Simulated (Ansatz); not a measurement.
GaN:
```yaml
crystal:
  lattice:
    - [-1.41428, 1.41428, 2.44468]
    - [1.41428, -1.41428, 2.44468]
    - [1.41428, 1.41428, -2.44468]
  atoms:
    - { symbol: Ga, position: [0.75621, 0.75621, 0.00000] }
    - { symbol: N, position: [0.35879, 0.35879, 0.00000] }
```

Relaxed with LDA. Special points in fractions of this cell's reciprocal vectors: Γ (0.000, 0.000, 0.000); X (0.000, 0.000, 0.500); P (0.250, 0.250, 0.250); N (0.000, 0.500, 0.000); M (0.500, 0.500, -0.500); S (0.334, 0.666, -0.334); S0 (-0.334, 0.334, 0.334); R (-0.167, 0.167, 0.500); G (0.500, 0.500, -0.167).

Q: List the band energies nearest the valence-band maximum at these points for LDA in the plane-wave PAW code Ansatz.

A: In eV from the valence-band maximum; about four levels below and three above (degenerate sets whole), none deeper than 8.9 eV; … stands for higher levels left out; points with the same levels are listed once.

```tsv
k	below	above
Γ	-0.82 -0.82 -0.63	1.69 10.54 …
X	-6.98 -4.14 -2.77	0.14 5.41 …
P	-5.75 -5.75 -3.58	2.30 …
N	-8.53 -2.17 -0.11	3.91 8.58 …
M	-8.28 -2.43 -2.43	2.24 9.05 …
S	-7.39 -6.07 -1.03	5.83 8.61 …
R	-6.01 -5.90 -3.90	3.50 7.14 …
```

Space group I4mm. The first step of the workflow began from a Materials Project structure, measured or hypothetical; the Crystallography Open Database copy checked does not list it. It is not the phase usual at ambient conditions (space group No. 186, 216). Symmetry was held in the LDA relaxation. At this level the phase is dynamically unstable (imaginary phonons). Scalar-relativistic: spin–orbit coupling is off unless named, which matters more the heavier the elements.

Potentials: the later of the program's two PAW sets.
